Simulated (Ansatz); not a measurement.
The start is a relaxed Si2Mo cell, doubled along one cell vector, shaken by Gaussian noise of σ = 0.08 Å a coordinate. A full variable-cell relaxation at zero pressure is run with PBE (plane waves to 420 eV, PAW, scalar-relativistic; Ansatz, a program for electronic structure). First-step values are on the input's coarse k-mesh.

Ansatz input (later rounds restart from its end on a renewed k-mesh):
Ansatz 0.2 input:
```yaml
crystal:
  lattice:
    - [4.3335608656, 0, 0]
    - [-4.3335608656, 7.5059475969, 0]
    - [0, 0, 2.5856386302]
  atoms:
    - { symbol: Mo, position: [0.0003371718, 0.0019681382, 0.4635151919] }
    - { symbol: Mo, position: [0.0222163281, 0.5113599905, 0.500300924] }
    - { symbol: Si, position: [0.3301884962, 0.339770726, 0.0551373499] }
    - { symbol: Si, position: [0.3082691637, 0.8244401366, -0.0464063909] }
    - { symbol: Si, position: [0.6560861511, 0.1625253516, 0.0288474154] }
    - { symbol: Si, position: [0.6755583604, 0.6743379436, 0.0310684344] }
basis: { ecutwfc: 420, ecutrho_ratio: 4, xc_grid: 2, fft_grid_basis: typed }
kpoints: { mp_grid: { grid: [6, 3, 9] } }
hamiltonian:
  xc: pbe
  dispersion: none
  pseudopotentials: { azcp: { folder: ./paw }, kind: paw }
scf: { occupations: { method: fermi_dirac, width: 0.05 } }
relax: { f_tol: 0.01, max_steps: 100, cell: { stress_tol: 0.02 } }
output: { forces: true, stress: true }
```

Question: Which atoms feel the largest initial force, and how large is it?

Answer: About 1.0 eV/Å, on Si4 (atoms numbered as listed).

Question: By how much does the energy per atom fall from start to end?

Answer: 0.66 eV/atom.

Question: How does the volume change?

Answer: -3.1 %, from 14.02 to 13.58 Å³/atom.

Question: How do the shortest distances between atoms change?

Answer: The closest pairs of elements (up to four, under 3.6 Å), start → end: Si–Si 2.38 → 2.60 Å; Mo–Mo 2.59 → 3.22 Å; Mo–Si 2.63 → 2.62 Å.

Question: Give the final cell and atomic positions.

Answer: 
```cif
data_Mo2Si4
_chemical_formula_sum 'Mo2 Si4'
_space_group_name_H-M_alt 'I4/mmm'
_space_group_IT_number 139
_space_group_name_Hall '-I 4 2'
_cell_length_a 3.21701
_cell_length_b 3.21701
_cell_length_c 7.87319
_cell_angle_alpha 90.000
_cell_angle_beta 90.000
_cell_angle_gamma 90.000
loop_
_atom_site_label
_atom_site_type_symbol
_atom_site_symmetry_multiplicity
_atom_site_Wyckoff_symbol
_atom_site_fract_x
_atom_site_fract_y
_atom_site_fract_z
_atom_site_occupancy
Mo1 Mo 2 a 0.00000 0.00000 0.00000 1
Si1 Si 4 e 0.00000 0.00000 0.33511 1
```
(The calculation used a cell of 3 atoms; values per cell refer to that cell.)

Final values are on a 20×20×20 k-mesh of the relaxed cell. No spin polarisation in the result.

Of the parent cell (P6/mmm (No. 191)): it is a generated cell of Si2Mo: the first start was made by placing the elements on the sites of a structure type, and the end was not matched to a known phase here, so it may be hypothetical. Known forms of Si2Mo include space group No. 139.
